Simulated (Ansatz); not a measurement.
**Deforming SrMg**

```xyz
2
Lattice="3.9000 0.0000 0.0000 0.0000 3.9000 0.0000 0.0000 0.0000 3.9000" Properties=species:S:1:pos:R:3 pbc="T T T"
Sr    1.9500    1.9500    1.9500
Mg    0.0000    0.0000    0.0000
```

Atom numbers follow the list: Sr1, Mg2.

The cell is COD entry 9008822, as deposited and not checked against the literature; nothing was relaxed.

Method: DFT, LDA, all-electron PAW with datasets made for the crystal, scalar-relativistic (Ansatz 0.2.0).

Settings: a Γ-centred 9×9×9 k mesh, Fermi–Dirac smearing of 0.05 eV, cutoff 220 eV (chosen by the program for this cell), no spin polarisation.

The unchanged cell is at 3.43 GPa.

In a metal, stresses and small energies carry noise from the k mesh.

x, y and z are the Cartesian axes of the cell as listed; fractional coordinates follow a strain, and an engineering shear is twice the off-diagonal strain component.

(1) With this change (equal xy, yz and zx engineering shear strains of -2 %), what becomes of the energy and stress?

(2) With this change (equal xy, yz and zx engineering shear strains of -1 %), what becomes of the energy and stress?

(3) With this change (equal xy, yz and zx engineering shear strains of +1 %), what becomes of the energy and stress?

(4) With this change (equal xy, yz and zx engineering shear strains of +2 %), what becomes of the energy and stress?

Results:

(1) Energy change +4 meV/atom; stress change (xx, yy, zz, yz, xz, xy) 0.05, 0.05, 0.05, 0.64, 0.64, 0.64 GPa, compression positive.

(2) Energy change under 1 meV/atom; stress change (xx, yy, zz, yz, xz, xy) 0.01, 0.01, 0.01, 0.31, 0.31, 0.31 GPa, compression positive.

(3) Energy change under 1 meV/atom; stress change (xx, yy, zz, yz, xz, xy) 0.01, 0.01, 0.01, -0.30, -0.30, -0.30 GPa, compression positive.

(4) Energy change +3 meV/atom; stress change (xx, yy, zz, yz, xz, xy) 0.05, 0.05, 0.05, -0.59, -0.59, -0.59 GPa, compression positive.
